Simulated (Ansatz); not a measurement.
## Relaxing cobalt (diamond)

These are results of Ansatz, DFT, m-r2SCAN, plane waves (500 eV) with PAW, scalar-relativistic, not measurements. (PAW data from PBE, frozen cores regenerated.)

k-point mesh 11×11×11, Fermi-Dirac smearing 0.05 eV, starting moments 1.70 ×2 μB. Cell and atoms relax.

Starting structure:

```
Co
1.0
     0.00000    2.46343    2.46343
     2.46343    0.00000    2.46343
     2.46343    2.46343    0.00000
Co
2
Direct
  0.12500 0.12500 0.12500
  0.87500 0.87500 0.87500
```

Question: What cell does the relaxation end in?

Answer: Fd-3m (spin ignored) with a = 4.854 Å; 14.30 Å³ per atom against 14.95 at the start (-4.4 %).

Question: How much energy does the relaxation gain?

Answer: 12.3 meV per atom.

Question: Which magnetic state does it end in?

Answer: ferromagnetic, net 0.31 μB per atom; moments 0.30 ×2 μB.

m-r²SCAN is r²SCAN on the gauge-invariant kinetic-energy density; without spin polarisation the two are equal.
